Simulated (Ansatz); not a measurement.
Input and command of a plane-wave DFT calculation in Ansatz:

```yaml
crystal:
  lattice:
    - [2.8124553515, 0.0, 0.0]
    - [-1.4062276757, 2.4356577814, 0.0]
    - [0.0, 0.0, 4.86685]
  atoms:
    - { symbol: Al, position: [0.5476935703, 0.2462389821, 0.75] }
    - { symbol: Al, position: [0.3333333333, 0.6666666667, 0.25] }
basis:
  ecutwfc: 420
kpoints:
  mp_grid: { grid: [18, 18, 10] }
hamiltonian:
  xc: pbesol
scf:
  occupations: { method: gaussian, width: 0.15 }
output:
  forces: true
  stress: true
  eigenvalues: true
```

```bash
ansatz run input.yaml --threads 1 --pin off --max-ram 2560MiB --backend cpu --events-out ev --progress --plain --runs-dir out
```

Processor: Intel(R) Xeon(R) Processor @ 2.70GHz, 1 thread, on a host shared with other jobs.

Estimate time, memory and problem size.

About 11 s on 1 thread of Intel(R) Xeon(R) Processor @ 2.70GHz (shared host), peak memory 0.55 GiB. It solves 7 bands at 984 k points (the mesh reduced by symmetry) with about 665 plane waves, in 6 SCF iterations.
